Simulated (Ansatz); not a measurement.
Values for one crystal, relaxed and computed with the program Ansatz at the LDA level (PAW); other levels are named.

| Property | Value |
|---|---|
| Volume per atom | 13.89 Å³ |
| Electronic character | metallic (no gap) |
| Elastic constants (relaxed ions, GPa) | C11 = 42.9, C12 = 136, C44 = -25.9 |
| Bulk modulus (Birch–Murnaghan fit) | 108 GPa |
| Pressure derivative B′ | 3.9 |
| Density of states at the Fermi level | 0.51 states/eV per atom (mean over ±0.08 eV) |
| Mechanical stability | unstable (C has a negative eigenvalue) |

### Question
Which of these materials gives this?
A) P, fcc (Cu type)
B) Ge, diamond
C) C, P1 (Pearson symbol aP8)
D) C, fcc (Cu type)

### Answer
A, P, fcc (Cu type)

Space group Fm-3m (fcc (Cu type)). The start of the workflow was typed in or built on a structure type; neither database checked (COD, Materials Project) lists it. It is not the phase usual at ambient conditions (space group No. 64). The LDA relaxation kept the symmetry of its start. As this level gives no gap, shear constants depend on the k-mesh and smearing (Fermi–Dirac, 0.1 eV here).

Potentials: the earlier of the program's two PAW sets. The files were generated under PBE; for other functionals the program regenerates the frozen cores, and for LDA and PBEsol the local potential too.
